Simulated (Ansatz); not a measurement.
CoSi2 (fluorite or antifluorite type, Fm-3m) at seven volumes, the program Ansatz at the r²SCAN level (PAW), scaled uniformly. One row is withheld.

```json
[
 {"V (Å³/atom)": "11.386", "P (GPa)": "22.87"},
 {"V (Å³/atom)": "11.761", "P (GPa)": "13.96"},
 {"V (Å³/atom)": "12.136", "P (GPa)": "6.40"},
 {"V (Å³/atom)": "12.512", "P (GPa)": "-0.01"},
 {"V (Å³/atom)": "12.887", "P (GPa)": "-5.46"},
 {"V (Å³/atom)": "13.262", "P (GPa)": "-10.06"},
 {"V (Å³/atom)": "13.638", "P (GPa)": "?"}
]
```

Fit the shown pressures and predict the withheld one.

P = (3/2)B₀(x^(7/2) − x^(5/2))[1 + (3/4)(B′ − 4)(x − 1)] with x = (V₀/V)^(2/3). Least squares on the six rows gives V₀ = 12.511 Å³/atom, B₀ = 197 GPa, B′ = 4.46. At V = 13.638, x = 0.9441 and P = -14.03 GPa. The run itself gave -13.94 GPa.

The cell was relaxed with r²SCAN under the symmetry of its start; of distortions, only those at the zone centre were tested. The workflow began spin-polarised and lost its moments.

Potentials: the later of the program's two PAW sets.
